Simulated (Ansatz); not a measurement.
TaCuRe₄S₈ single point

input.yaml (Ansatz 0.2.0)

```yaml
crystal:
  lattice:
    - [0.0, 5.026156, 5.026156]
    - [5.026156, 0.0, 5.026156]
    - [5.026156, 5.026156, 0.0]
  atoms:
    - { symbol: S, position: [0.6148, 0.6148, 0.6148] }
    - { symbol: S, position: [0.1556, 0.6148, 0.6148] }
    - { symbol: S, position: [0.6148, 0.6148, 0.1556] }
    - { symbol: S, position: [0.6148, 0.1556, 0.6148] }
    - { symbol: S, position: [0.1317, 0.1317, 0.1317] }
    - { symbol: S, position: [0.6049, 0.1317, 0.1317] }
    - { symbol: S, position: [0.1317, 0.1317, 0.6049] }
    - { symbol: S, position: [0.1317, 0.6049, 0.1317] }
    - { symbol: Cu, position: [0.75, 0.75, 0.75] }
    - { symbol: Ta, position: [0.0, 0.0, 0.0] }
    - { symbol: Re, position: [0.3749, 0.3749, 0.3749] }
    - { symbol: Re, position: [0.8753, 0.3749, 0.3749] }
    - { symbol: Re, position: [0.3749, 0.3749, 0.8753] }
    - { symbol: Re, position: [0.3749, 0.8753, 0.3749] }
  symmetry: { tolerance: 0.0003 }
kpoints:
  mp_grid: { grid: [6, 6, 6], shift: [0, 0, 0] }
  band_path:
    path:
      - [0.0, 0.0, 0.0]
      - [-0.5, -0.5, 0.0]
      - [-0.375, -0.375, 0.25]
      - [-0.375, 0.0, 0.375]
      - [0.0, 0.0, 0.0]
      - [0.0, 0.0, 0.5]
      - [-0.5, -0.25, 0.25]
      - [-0.5, -0.5, 0.0]
    npoints: 8
magnetization:
  spin_polarized: false
scf:
  occupations: { method: gaussian, width: 0.1629 }
  lower_state_search: "off"
  max_iter: 200
hamiltonian:
  pseudopotentials: { kind: paw }
  xc: pbe
basis:
  ecutwfc: 420
  fft_grid_basis: typed
output:
  forces: true
  stress: true
  eigenvalues: true
  populations: true
  elf: true
  write_potential: true
  volumetric_format: npy
  dos:
    e_range: [-12, 8]
    de: 0.05
    projected: { site_lists: { Cu: [Cu], Re: [Re], S: [S], Ta: [Ta] } }
checkpoint:
  read: saved_state
```

The saved state is an earlier solution for the same cell, perhaps on another mesh. 

Output (shortened):

```
Pseudopotentials: kind: paw
Pseudopotential: S, paw, valence charge 6, recommended cutoff 420 eV (normal), S.paw.azcp
Pseudopotential: Cu, paw, valence charge 19, recommended cutoff 420 eV (normal), Cu.paw.azcp
Pseudopotential: Ta, paw, valence charge 13, recommended cutoff 420 eV (normal), Ta.paw.azcp
Pseudopotential: Re, paw, valence charge 15, recommended cutoff 420 eV (normal), Re.paw.azcp
Functional definition: PBE
  exchange = pbe_x(kappa = kappa, mu = beta*pi^2/3)
  correlation = pbe_c(beta = beta)
Crystal: 14 atoms, lattice volume = 253.944 Å³
Basis set: ecut = 420 eV, 4957 PW (Γ), exchange–correlation on 96×96×96 points (8 copies of the dense FFT grid, shifted against one another)
Bands: 84, of which v1, the nominal top of the filled ones, is band 70 counted from 1 (69 counted from 0)
Symmetry: 24 space group operations
Space group: F-43m (ITA 216), of the structure as read, at distance tolerance 1.9e-3 Å
k-points: 16 of 216 (time reversal used)
Initial density: read from a saved state, or passed on in memory by an earlier SCF of this step, an earlier step, the calling program or the single point that the run made first
Functional: x = pbe(κ = 0.804, μ = 0.2195), c = pbe(β = 0.0667)
Free energy (F): -67246.9181 eV
Harris-Foulkes:  -67246.9181 eV  (|F-HF|=2.94e-9)
Internal energy: -67246.6644 eV  (E = F + TS)
E sigma→0 (E₀):  -67246.7912 eV
Entropy (-TS):   -0.2537 eV (-18.119 meV/atom)
Fermi energy:    12.1757 eV
--- Per-component energies (eV) ---
  E_band       = -1451.6804
  E_kinetic    = 3689.6907
  E_local      = -12993.3936  (includes V_loc(G=0)·N_el)
  E_nonlocal   = 842.6435
  E_hartree    = 5213.4738
  E_xc         = -2694.0786
  E_vxc        = -2227.8384  (∫ρ·V_xc dr)
  E_paw        = -49506.6489  (= ΣΔE_a)
  E_vpaw       = -1189.7238  (= ΣTr[D̂ρ^β])
  E_aug_tail   = 0.0002  (compensation charges beyond the density's cutoff)
  E_ewald      = -11798.3515
  E_smearing   = -0.2537  (= −TS)
--- Forces (eV/Å), atoms counted from 1 ---
  atom   1  S      0.0507     0.0507     0.0507
  atom   2  S      0.0507    -0.0507    -0.0507
  atom   3  S     -0.0507    -0.0507     0.0507
  atom   4  S     -0.0507     0.0507    -0.0507
  atom   5  S      0.2788     0.2788     0.2788
  atom   6  S      0.2788    -0.2788    -0.2788
  atom   7  S     -0.2788    -0.2788     0.2788
  atom   8  S     -0.2788     0.2788    -0.2788
  atom   9  Cu     0.0000     0.0000     0.0000
  atom  10  Ta     0.0000     0.0000     0.0000
  atom  11  Re    -0.0596    -0.0596    -0.0596
  atom  12  Re    -0.0596     0.0596     0.0596
  atom  13  Re     0.0596     0.0596    -0.0596
  atom  14  Re     0.0596    -0.0596     0.0596
--- Stress (GPa, compression-positive) ---
       -1.2168       0.0000       0.0000
        0.0000      -1.2168       0.0000
        0.0000       0.0000      -1.2168
  P = ⅓ Tr σ = -1.2168 GPa (-12.168 kbar)
```

Origin: a known structure type with other elements, at an estimated volume, so it need not be a known compound. Caveats: many states at the Fermi level without spin polarisation, so a magnetic state may lie lower; wide smearing.
